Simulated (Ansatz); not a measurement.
**Calculated with Ansatz: NaCd$_{4}$P$_{3}$, settings compared**

The command:

```bash
ansatz run input.yaml --threads 1 --pin off --max-ram 2560MiB --backend cpu --events-out ev --progress --plain --runs-dir out
```

input.yaml:

```yaml
crystal:
  lattice:
    - [2.151603, 3.726679, 0.0]
    - [-2.151603, 3.726679, 0.0]
    - [0.0, -2.484453, 10.84544]
  atoms:
    - { symbol: Na, position: [0.5, 0.5, 0.5] }
    - { symbol: Cd, position: [0.09568, 0.09568, 0.28704] }
    - { symbol: Cd, position: [0.90432, 0.90432, 0.71296] }
    - { symbol: Cd, position: [0.29908, 0.29908, 0.89724] }
    - { symbol: Cd, position: [0.70092, 0.70092, 0.10276] }
    - { symbol: P, position: [0.22053, 0.22053, 0.66159] }
    - { symbol: P, position: [0.77947, 0.77947, 0.33841] }
    - { symbol: P, position: [0.0, 0.0, 0.0] }
  symmetry: { tolerance: 0.0003 }
kpoints:
  mp_grid: { grid: [5, 5, 5], shift: [0, 0, 0] }
magnetization:
  spin_polarized: false
scf:
  occupations: { method: fermi_dirac }
hamiltonian:
  pseudopotentials: { kind: paw }
  xc: pbe
basis:
  ecutwfc: 420
output:
  forces: true
  stress: true
  eigenvalues: true
```

Origin of the cell: a known structure type with other elements, at an estimated volume, so it need not be a known compound.

The smearing width isn't typed, so it takes its default of 0.1 eV.

Output of this run (shortened):

```
Warning: crystal.lattice misses the space group found at crystal.symmetry.tolerance 3.0e-4 in a digit that the deck types, which is why this is a warning: making the lattice exact moves one o […]
Pseudopotentials: kind: paw
Pseudopotential: Na, paw, valence charge 9, recommended cutoff 420 eV (normal), Na.paw.azcp
Pseudopotential: Cd, paw, valence charge 20, recommended cutoff 420 eV (normal), Cd.paw.azcp
Pseudopotential: P, paw, valence charge 5, recommended cutoff 420 eV (normal), P.paw.azcp
Functional definition: PBE
  exchange = pbe_x(kappa = kappa, mu = beta*pi^2/3)
  correlation = pbe_c(beta = beta)
Crystal: 8 atoms, lattice volume = 173.925 Å³
Basis set: ecut = 420 eV, 3391 PW (Γ), exchange–correlation on 60×60×150 points (8 copies of the dense FFT grid, shifted against one another)
Bands: 63, of which v1, the nominal top of the filled ones, is band 52 counted from 1 (51 counted from 0)
Symmetry: 12 space group operations
[… 8 lines left out …]
Initial density: superposition of atomic densities (neutral atoms: chi_scale 0, normalization atom), corrected by the library's trained network
Functional: x = pbe(κ = 0.804, μ = 0.219515), c = pbe(β = 0.066725)
SCF iter   1: F=—  HF=-36772.523039 eV  Δρ=1.09e-3  dr2=3.79e-3  defer=11
SCF iter   2: F=—  HF=-36772.523429 eV  Δρ=9.85e-4  dr2=3.31e-3  defer=15
SCF iter   3: F=—  HF=-36772.522548 eV  Δρ=2.56e-4  dr2=1.21e-4  defer=15
SCF iter   4: F=—  HF=-36772.522519 eV  Δρ=5.23e-5  dr2=7.65e-6  defer=15
SCF iter   5: F=—  HF=-36772.522228 eV  Δρ=1.97e-5  dr2=4.06e-6  defer=15
SCF iter   6: F=—  HF=-36772.522228 eV  Δρ=8.54e-6  dr2=1.18e-7  defer=15
SCF iter   7: F=-36772.522228 eV  HF=-36772.522228 eV  Δρ=2.52e-6  dr2=9.68e-9
SCF 1 converged in 7 iterations: F = -36772.522228 eV  dr2 = 9.68e-9
SCF converged after 7 iterations
Free energy (F): -36772.522228 eV
Harris-Foulkes:  -36772.522228 eV  (|F-HF|=1.96e-9)
Internal energy: -36772.507004 eV  (E = F + TS)
E sigma→0 (E₀):  -36772.514616 eV
Entropy (-TS):   -0.015223 eV (-1.903 meV/atom)
Fermi energy:    9.787605 eV
--- Per-component energies (eV) ---
  E_band       = -2050.543695
  E_kinetic    = 2351.736870
  E_local      = -16847.526362  (includes V_loc(G=0)·N_el)
  E_nonlocal   = 348.483277
  E_hartree    = 7718.341408
  E_xc         = -932.704540
  E_vxc        = -1122.077912  (∫ρ·V_xc dr)
  E_paw        = -18301.276506  (= ΣΔE_a)
  E_vpaw       = -2217.836863  (= ΣTr[D̂ρ^β])
  E_aug_tail   = 0.000049  (compensation charges beyond the density's cutoff)
  E_ewald      = -11109.561200
  E_smearing   = -0.015223  (= −TS)
  Σ components = -36772.522228   (vs F -36772.522228, Δ=0.00e0)
--- Forces (eV/Å), atoms counted from 1 ---
  atom   1  Na     0.000000     0.000000     0.000000
  atom   2  Cd    -0.000000    -0.000000     0.103353
  atom   3  Cd     0.000000     0.000000    -0.103353
  atom   4  Cd     0.000000    -0.000000     0.144716
  atom   5  Cd    -0.000000     0.000000    -0.144716
  atom   6  P     -0.000000     0.000000    -0.208213
  atom   7  P      0.000000    -0.000000     0.208213
  atom   8  P     -0.000000     0.000000     0.000000
  max |Σ_I F_I| component: 1.16e-18 eV/Å
--- Stress (GPa, compression-positive) ---
        3.796948      -0.000000      -0.000000
       -0.000000       3.796948      -0.000000
       -0.000000      -0.000000       3.801879
  P = ⅓ Tr σ = 3.7986 GPa (37.986 kbar)
```

The same input was run again with these changes:

1. `accuracy` default → high; `scf.n_extra_bands` default → 32; `kpoints.mp_grid.grid` [5, 5, 5] → [6, 6, 6]
2. `kpoints.mp_grid.grid` [5, 5, 5] → [6, 6, 6]; `scf.algorithm` default → density_mixing; typed moments: none
3. `hamiltonian.dispersion` default → d4
4. `accuracy` default → high

```csv
run,end,SCF iterations,P (GPa),max force component (eV/Å),moment (μB),ΔE(σ→0) (meV/atom)
base,converged,7,3.80,0.208,–,0
1,converged,13,3.77,0.198,–,-5.91
2,converged,10,3.77,0.198,–,-5.91
3,converged,7,1.45,0.191,–,–
4,converged,9,3.80,0.208,–,0.00
```

Energies are compared only where functional, datasets, charge and starting cell are the same.

Caveats of the base run: the k mesh is coarse if the cell is a metal.

The base run took 4.9 s on 1 thread of Intel(R) Xeon(R) 6975P-C (Granite Rapids), with other jobs on the host, peak memory 0.54 GiB, from the program's own first density.
